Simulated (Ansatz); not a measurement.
WSeS in space group P-3m1 (No. 164; W on 2d, Se on 2d, S on 2d) at seven volumes, DFT-r²SCAN+D4 in the program Ansatz with PAW potentials, shape and atoms relaxed at each. One row is withheld.

| V (Å³/atom) | P (GPa) |
|---|---|
| 17.736 | 5.99 |
| 18.321 | 3.34 |
| 18.906 | 1.37 |
| 19.490 | 0.00 |
| 20.075 | ? |
| 20.660 | -1.34 |
| 21.245 | -1.54 |

Fit the shown pressures and predict the withheld one.

Third-order Birch–Murnaghan: P = (3/2)B₀(x^(7/2) − x^(5/2))[1 + (3/4)(B′ − 4)(x − 1)] with x = (V₀/V)^(2/3). Least squares on the six rows gives V₀ = 19.507 Å³/atom, B₀ = 35.59 GPa, B′ = 13.50. At V = 20.075, x = 0.9810 and P = -0.83 GPa. The run itself gave -0.87 GPa.

The first step of the workflow began from a Materials Project structure, measured or hypothetical; the Crystallography Open Database copy checked does not list it. Its standing as an ambient phase is unchecked. Symmetry was held in the r²SCAN+D4 relaxation; its stability against distortions is not shown here. The run is not spin-polarised. Scalar-relativistic: spin–orbit coupling is off unless named, which matters more the heavier the elements.

Potentials: the later of the program's two PAW sets.
